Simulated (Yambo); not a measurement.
Yambo run on CuI (space group Cmcm, No. 63). The wavefunctions are PBEsol (pw.x of Quantum ESPRESSO, ONCV potentials, with spin-orbit coupling) ones on a 2×2×2 mesh (52 occupied bands); a = 4.811 Å, b = 4.811 Å, c = 4.366 Å, α = 90.00°, β = 90.00°, γ = 93.18°.

Yambo input:

```
rim_cut
HF_and_locXC
RandQpts= 1000000
RandGvec= 1 Ry
EXXRLvcs= 92 Ry
VXCRLvcs= 368 Ry
% QPkrange
 1 | 1 | 50 | 54 |
 2 | 2 | 52 | 53 |
 3 | 3 | 52 | 53 |
 4 | 4 | 52 | 53 |
 5 | 5 | 52 | 53 |
 6 | 6 | 52 | 53 |
%
```

k points by index: 1 = Γ, 2 = (0, 0, -0.5), 3 = (0, -0.5, 0), 4 = (0, -0.5, -0.5), 5 = (-0.5, -0.5, 0), 6 = (-0.5, -0.5, -0.5).

Resulting energies as the program prints them:

```
#    K-point    Band    Eo [eV]    Ehf [eV]    Vxc [eV]    Vnlxc [eV]
#
    1    50    -1.074030    -4.373759    -16.93934    -20.23907
    1    51    -0.24169E-13    -4.483032    -22.56340    -27.04643
    1    52    0.000000    -4.483032    -22.56340    -27.04643
    1    53    0.705693    4.869512    -11.98911    -7.825290
    1    54    0.705693    4.869512    -11.98911    -7.825290
    2    52    -1.764221    -7.875097    -23.12504    -29.23591
    2    53    3.585042    8.053971    -13.98153    -9.512601
    3    52    -0.772052    -6.287010    -24.77477    -30.28973
    3    53    2.252437    6.867650    -12.36442    -7.749210
    4    52    -1.154512    -6.642746    -22.42375    -27.91198
    4    53    1.801676    5.437734    -13.59759    -9.961534
    5    52    -0.413650    -5.612398    -24.46075    -29.65950
    5    53    1.030834    5.510082    -10.76422    -6.284969
    6    52    -1.726872    -9.422249    -28.85425    -36.54963
    6    53    4.005198    8.578406    -13.67591    -9.102698
```
Exchange alone, without screening.

Geometry relaxed with PBE+D3(BJ).

This is not the ordinary phase of the substance; no match was found in the copy of COD used, and its stability was not checked.
